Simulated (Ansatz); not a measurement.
Input file for Ansatz (an electronic-structure program):

Ansatz 0.2 input:
```yaml
crystal:
  lattice:
    - [2.8284001019, 0.0, 0.0]
    - [-1.414200051, 2.4494663403, 0.0]
    - [0.0, 0.0, 4.5989479437]
  atoms:
    - { symbol: Al, position: [0.6666666667, 0.3333333333, 0.75] }
    - { symbol: Al, position: [0.3333333333, 0.6666666667, 0.25] }
kpoints:
  mp_grid: { grid: [20, 20, 12] }
hamiltonian:
  xc: lda
  pseudopotentials: { azcp: { folder: ./paw }, kind: paw }
scf:
  occupations: { method: fermi_dirac, width: 0.1 }
phonons:
  method: dfpt
  response_accuracy: low
  qmesh: [5, 5, 3]
  interpolated_qmesh: [22, 22, 12]
  dielectric: false
  rigid_motions: translations
  temperatures: { t_max: 1000, t_step: 50 }
  qpath:
    path:
      - [[0.0, 0.0, 0.0], [0.5, 0.0, 0.0], [0.3333333333, 0.3333333333, 0.0], [0.0, 0.0, 0.0], [0.0, 0.0, 0.5], [0.5, 0.0, 0.5], [0.3333333333, 0.3333333333, 0.5], [0.0, 0.0, 0.5]]  # Γ-M-K-Γ-A-L-H-A
      - [[0.5, 0.0, 0.5], [0.5, 0.0, 0.0]]  # L-M
      - [[0.3333333333, 0.3333333333, 0.5], [0.3333333333, 0.3333333333, 0.0]]  # H-K
    npoints: 9
```

Output (shortened):

```
Pseudopotential: Al, paw, valence charge 3
Functional definition: SPW92
Crystal: 2 atoms, lattice volume = 31.862 Å³
Basis set: ecut = 420 eV, 615 PW (Γ), exchange–correlation on 40×40×64 points (8 copies of the dense FFT grid, shifted against one another)
Bands: 7, of which v1, the nominal top of the filled ones, is band 3 counted from 1 (2 counted from 0)
Symmetry: 24 space group operations
k-points: 308 of 4800
SCF iter   1: F=—  HF=-1025.809442 eV  |F-HF|=—  |Δ(HF+E_count)|=         —  Δρ=2.05e-2  dr2=1.44e-1  ethr=3.10e-3  ⟨swp⟩=4.9  Hψ=17427  notcnv=0
preconditioner: auto → none
SCF iter   2: F=—  HF=-1025.739971 eV  |F-HF|=—  |Δ(HF+E_count)|=   6.95e-2  Δρ=1.33e-2  dr2=6.13e-2  ethr=2.40e-3  ⟨swp⟩=1.0  Hψ=4625  notcnv=0
SCF iter   3: F=—  HF=-1025.699909 eV  |F-HF|=—  |Δ(HF+E_count)|=   4.01e-2  Δρ=3.11e-4  dr2=2.07e-5  ethr=1.02e-3  ⟨swp⟩=1.8  Hψ=2611  notcnv=0
SCF iter   4: F=—  HF=-1025.699808 eV  |F-HF|=—  |Δ(HF+E_count)|=   1.02e-4  Δρ=3.97e-5  dr2=1.93e-7  ethr=3.44e-7  ⟨swp⟩=2.0  Hψ=3143  notcnv=0
SCF iter   5: F=—  HF=-1025.699808 eV  |F-HF|=—  |Δ(HF+E_count)|=   2.34e-7  Δρ=3.25e-6  dr2=1.43e-9  ethr=3.22e-9  ⟨swp⟩=1.6  Hψ=2629  notcnv=0
SCF iter   6: F=—  HF=-1025.699808 eV  |F-HF|=—  |Δ(HF+E_count)|=  3.89e-10  Δρ=2.19e-7  dr2=1.89e-11  ethr=2.39e-11  ⟨swp⟩=2.0  Hψ=3019  notcnv=0
SCF iter   7: F=-1025.699808 eV  HF=-1025.699808 eV  |F-HF|=4.55e-13  |Δ(HF+E_count)|=  5.23e-12  Δρ=1.17e-8  dr2=2.72e-14  ethr=1.00e-12  ⟨swp⟩=4.6  Hψ=7024  notcnv=0
SCF 1 converged in 7 iterations: F = -1025.699808 eV  dr2 = 2.72e-14
NSCF: frozen V_eff on 308 k-points
WARN: eigensolver did not converge (k=11): 1 band(s) unlocked after 20 sweeps at ethr=1.00e-12 eV (lowest unlocked band 6, counted from 0 …
WARN: eigensolver did not converge in 16 slots of this pass, the one above among them; of largest residual over every band (k=14) …
NSCF: frozen V_eff on 777 k-points
DFPT response loops at q = (0, 0, 0) (fractional): preconditioner auto → Kerker (q_TF=auto, 2.066 Å⁻¹) (partly filled bands, converged f_vac=0.000) …
NSCF: frozen V_eff on 2664 k-points
DFPT response loops at q = (0, 0, 0.3333333333333333) (fractional): mixed as the last ones told, above
NSCF: frozen V_eff on 2940 k-points
DFPT response loops at q = (0, 0.2, 0) (fractional): mixed as the last ones told, above
NSCF: frozen V_eff on 5040 k-points
DFPT response loops at q = (0, 0.2, 0.3333333333333333) (fractional): mixed as the last ones told, above
NSCF: frozen V_eff on 2940 k-points
DFPT response loops at q = (0, 0.4, 0) (fractional): mixed as the last ones told, above
NSCF: frozen V_eff on 5040 k-points
DFPT response loops at q = (0, 0.4, 0.3333333333333333) (fractional): mixed as the last ones told, above
NSCF: frozen V_eff on 5600 k-points
DFPT response loops at q = (0.2, 0.2, 0) (fractional): mixed as the last ones told, above
NSCF: frozen V_eff on 9600 k-points
DFPT response loops at q = (0.2, 0.2, 0.3333333333333333) (fractional): mixed as the last ones told, above
NSCF: frozen V_eff on 2940 k-points
DFPT response loops at q = (0.2, 0.4, 0) (fractional): mixed as the last ones told, above
NSCF: frozen V_eff on 5040 k-points
DFPT response loops at q = (0.2, 0.4, 0.3333333333333333) (fractional): mixed as the last ones told, above
SCF converged after 7 iterations
Free energy (F): -1025.699808 eV
Harris-Foulkes:  -1025.699808 eV  (|F-HF|=4.55e-13)
Internal energy: -1025.672637 eV  (E = F + TS)
E sigma→0 (E₀):  -1025.686222 eV
Entropy (-TS):   -0.027171 eV (-13.586 meV/atom)
Fermi energy:    8.085066 eV
--- Per-component energies (eV) ---
  E_band       = 21.622624
  E_kinetic    = 46.137676
  E_local      = 20.861196  (includes V_loc(G=0)·N_el)
  E_nonlocal   = 21.554586
  E_hartree    = 0.190962
  E_xc         = -75.275543
  E_vxc        = -59.576545  (∫ρ·V_xc dr)
  E_paw        = -890.499227  (= ΣΔE_a)
  E_vpaw       = -7.736203  (= ΣTr[D̂ρ^β])
  E_aug_tail   = -0.000010  (compensation charges beyond the density's cutoff)
  E_ewald      = -148.753709
  E_core_change = 0.111433  (= ΣΔE_core)
  E_smearing   = -0.027171  (= −TS)
  E_closure    = 0.000000  (closes the sum)
  Σ components = -1025.699808   (vs F -1025.699808, Δ=0.00e0)
  [band-id]    e_kinetic+e_local+e_nonlocal+2·e_hartree+e_vxc+e_vpaw+e_augmentation_tail = 21.622624   (vs E_band 21.622624, Δ=3.49e-8)
--- Band table (eV; the first three rows and the last of 308) ---
  k-point 0: bands = ["-3.2460", "3.4417", "3.6973", "18.7443", "18.7443", "19.1078", "19.1078"]
  k-point 1: bands = ["-3.1975", "2.4947", "4.7287", "18.7809", "18.7809", "19.1486", "19.1486"]
  k-point 2: bands = ["-3.0522", "1.5171", "5.9593", "18.2085", "18.8905", "18.8905", "19.2698"]
  k-point 307: bands = ["5.5268", "5.5268", "6.3451", "6.3451", "7.4356", "7.4356", "18.3016"]
--- Phonons (Γ-DFPT): 2 representative perturbations + reference (Σ response iterations 4) ---
  ASR residual: 4.927e-5 → 0.000e0 eV/Å²; symmetrization residual: 1.292e-11 eV/Å²
  ASR residual per site (eV/Å²): 4.93e-5 4.93e-5
  Γ frequencies (cm⁻¹): 0.00 0.00 0.00 149.96 149.96 329.92
  non-analytic LO–TO correction: not included (Born effective charges unavailable; polar crystals …
--- Phonons (arbitrary-q DFPT): 10 irreducible q on the 5×5×3 mesh ---
  q = [0.0000, 0.0000, 0.0000] (star 1, of the zone-centre solve; hermiticity 2.39e-12, symmetrization 1.20e-12): 0.00 0.00 0.00 149.96 149.96 329.92
  q = [0.0000, 0.0000, 0.3333] (star 2, 2 solved perturbations in 1860 linear systems a pass and spin channel, the states on 1332 of 4800 k-point pairs; hermiticity 8.07e-11, symmetrization 4.03e-11): 53.78 53.78 115.00 115.00 160.04 283.05
  q = [0.0000, 0.2000, 0.0000] (star 6, 3 solved perturbations on 1470 of 4800 k-point pairs; hermiticity 2.82e-7, symmetrization 5.43e-11): 68.36 80.76 166.52 166.59 203.35 306.61
  q = [0.0000, 0.2000, 0.3333] (star 12, 3 solved perturbations on 2520 of 4800 k-point pairs; hermiticity 3.50e-7, symmetrization 3.42e-11): 102.90 120.58 146.55 178.33 211.51 281.38
  q = [0.0000, 0.4000, 0.0000] (star 6, 3 solved perturbations on 1470 of 4800 k-point pairs; hermiticity 2.90e-7, symmetrization 1.22e-9): 127.26 153.63 188.50 256.05 256.05 291.51
  q = [0.0000, 0.4000, 0.3333] (star 12, 3 solved perturbations on 2520 of 4800 k-point pairs; hermiticity 2.27e-7, symmetrization 3.73e-10): 148.78 154.31 179.38 209.02 288.67 310.20
  q = [0.2000, 0.2000, 0.0000] (star 6, 2 solved perturbations in 4270 linear systems a pass and spin channel, the states on 2800 of 4800 k-point pairs; hermiticity 2.28e-7, symmetrization 3.78e-12): 136.24 147.31 204.35 249.62 249.97 275.95
  q = [0.2000, 0.2000, 0.3333] (star 12, 2 solved perturbations in 7320 linear systems a pass and spin channel, the states on 4800 of 4800 k-point pairs; hermiticity 2.85e-7, symmetrization 3.22e-11): 139.56 162.44 196.89 202.81 269.62 288.48
  q = [0.2000, 0.4000, 0.0000] (star 6, 3 solved perturbations on 1470 of 4800 k-point pairs; hermiticity 4.96e-8, symmetrization 1.04e-7): 177.30 187.71 232.16 237.61 264.30 295.48
  q = [0.2000, 0.4000, 0.3333] (star 12, 3 solved perturbations on 2520 of 4800 k-point pairs; hermiticity 1.67e-7, symmetrization 2.98e-8): 163.92 187.37 202.36 235.78 290.70 305.20
  sum rule: each row above includes the acoustic sum rule's correction from the zone centre's row sums; it moved no ω² by more than (0.70 cm⁻¹)²
  mesh force constants: q→R imaginary residual 1.11e-16; ASR residual 4.927e-5 → 0.000e0 eV/Å²; symmetrization residual 3.553e-15 eV/Å²
  interpolated dispersion: 84 rows × 6 modes
  density of states and harmonic sums: on the 22×22×12 q-mesh, interpolated from the force constants of a 5×5×3 supercell (no non-analytic term)
  largest difference from the sums on the solved wave vectors: F 9.51e-3 eV, S 1.29e-5 and C_V 3.40e-6 eV/K
  zero-point energy: 0.075689 eV/cell   skipped modes (ω ≤ 0): 3   left out of the sums: 8.61e-5 of the cell's modes …
```

Cost: about 4 core-minutes (a rough figure) on shared cores.

Space group P6_3/mmc (hcp (Mg type)). The first step of the workflow began from a Materials Project structure, measured or hypothetical; the Crystallography Open Database copy checked does not list it. It is not the phase usual at ambient conditions (space group No. 225). Symmetry was held in the LDA relaxation.

Potentials: the earlier of the program's two PAW sets.

Ansatz is a plane-wave DFT program.
